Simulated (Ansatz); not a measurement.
Data:

Sb (A7 type, space group R-3m)

```yaml
crystal:
  lattice:
    - [2.16429, 1.24956, 3.78321]
    - [-2.16429, 1.24956, 3.78321]
    - [0.00000, -2.49911, 3.78321]
  atoms:
    - { symbol: Sb, position: [0.23322, 0.23322, 0.23322] }
    - { symbol: Sb, position: [0.76678, 0.76678, 0.76678] }
```

This relaxed cell (volume V₀) is scaled evenly in all directions, its shape held. The atoms relax within the cell's symmetry.

These are r2SCAN+rVV10 (plane waves to 500 eV, PAW, scalar-relativistic; Ansatz, an electronic-structure program) values and carry that method's errors. k mesh 13×13×13 (Γ-centred), Fermi-Dirac smearing 0.05 eV. Energies are smeared free energies. Stress and pressure are positive under compression. With the shape held, the modulus is that of even scaling; a crystal free to change shape is softer. Sb was relaxed with its symmetry unable to fall. Spin-orbit coupling is left out, though Sb is heavy. The PAW data are Ansatz's earlier set. ΔE is measured from the relaxed starting cell.

The scan covers V/V₀ from 0.940 to 1.060 in 9 points.

Q: What is ΔE at V/V₀ = 1.060?

A: 14 meV/atom.

Q: What pressure does the cell carry at V/V₀ = 0.940?

A: 3.0 GPa.

Q: What is ΔE at V/V₀ = 0.940?

A: 17 meV/atom.

(Under strain, the slope of the energy per volume gives the stress and its curvature an elastic modulus.)
